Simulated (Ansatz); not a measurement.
This cell of CsSnI$_{3}$ (cubic perovskite) is off equilibrium:

```yaml
crystal:
  lattice:
    - [6.08098, 0.00000, 0.00000]
    - [0.00000, 6.08098, 0.00000]
    - [0.00000, 0.00000, 6.08098]
  atoms:
    - { symbol: Cs, position: [0.00000, 0.00000, 0.00000] }
    - { symbol: Sn, position: [0.50000, 0.50000, 0.50000] }
    - { symbol: I, position: [0.00000, 0.50000, 0.50000] }
    - { symbol: I, position: [0.50000, 0.50000, 0.00000] }
    - { symbol: I, position: [0.50000, 0.00000, 0.50000] }
```

Calculation: PBEsol (plane waves to 420 eV, PAW, scalar-relativistic; Ansatz, a quantum-chemistry and plane-wave program). k mesh 8×8×8 (Γ-centred), Fermi-Dirac smearing 0.05 eV. Energies are smeared free energies. Compression counts positive. CsSnI3 was relaxed with its symmetry unable to fall. Spin-orbit coupling is left out, though I is heavy. This is a high-temperature form of CsSnI3.

Question: Give the stress tensor in GPa and the pressure.

Answer: 
```
   0.47     0.00     0.00
   0.00     0.47     0.00
   0.00     0.00     0.47
```
The pressure, a third of the trace, is 0.47 GPa.

Question: It is the relaxed cell scaled evenly to V/V₀ = 0.976, atoms relaxed where free. What is its energy relative to the relaxed cell?

Answer: 1.6 meV/atom.

(A scan under strain: stresses follow from slopes of the energy per volume, elastic moduli from its curvatures.)
